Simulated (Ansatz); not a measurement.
# Computed properties of AlSiCN

AlSiCN:
```yaml
crystal:
  lattice:
    - [3.12580, 0.00000, 0.00000]
    - [-1.56290, 2.70702, 0.00000]
    - [0.00000, 0.00000, 9.97259]
  atoms:
    - { symbol: Al, position: [0.33333, 0.66667, 0.99583] }
    - { symbol: N, position: [0.33333, 0.66667, 0.19749] }
    - { symbol: Al, position: [0.66667, 0.33333, 0.23557] }
    - { symbol: N, position: [0.66667, 0.33333, 0.44034] }
    - { symbol: Si, position: [0.33333, 0.66667, 0.50388] }
    - { symbol: C, position: [0.33333, 0.66667, 0.68499] }
    - { symbol: Si, position: [0.66667, 0.33333, 0.75763] }
    - { symbol: C, position: [0.66667, 0.33333, 0.93693] }
```

Space group P3m1 (No. 156); conventional cell a = 3.1258 Å, b = 3.1258 Å, c = 9.9726 Å, α = 90.00°, β = 90.00°, γ = 120.00°.

Method: plane-wave PAW PBEsol (Ansatz code). Geometry: relaxed at this level of theory. Other levels are named where they apply.

**Cell and energy**

- Volume per atom: 10.55 Å³
- Density: 3.19 g/cm³
- Formation energy from the elements (no fitted shifts): -0.55 eV/atom

**Electronic structure**

- Electronic character: metallic (no gap)
- Density of states at the Fermi level: 0.15 states/eV per atom (mean over ±0.08 eV)

**Mechanics**

- Bulk modulus (Birch–Murnaghan fit) = 182 GPa
- Pressure derivative B′ = 2.6

**Phonons**

Highest zone-centre frequency: 939 cm⁻¹
Zone-centre stability: no imaginary mode at Γ

The start of the workflow was typed in or built on a structure type; the Crystallography Open Database copy checked does not list it. Its standing as an ambient phase is unchecked. The cell was relaxed with PBEsol under the symmetry of its start. As this level gives no gap, phonon frequencies hold no LO–TO term and depend on the k-mesh and smearing (Fermi–Dirac, 0.1 eV here). The references are the lowest solids computed at this level, not always the standard phases (solids in place of the gases).

Potentials: the earlier of the program's two PAW sets. The files were generated under PBE; for other functionals the program regenerates the frozen cores, and for LDA and PBEsol the local potential too.
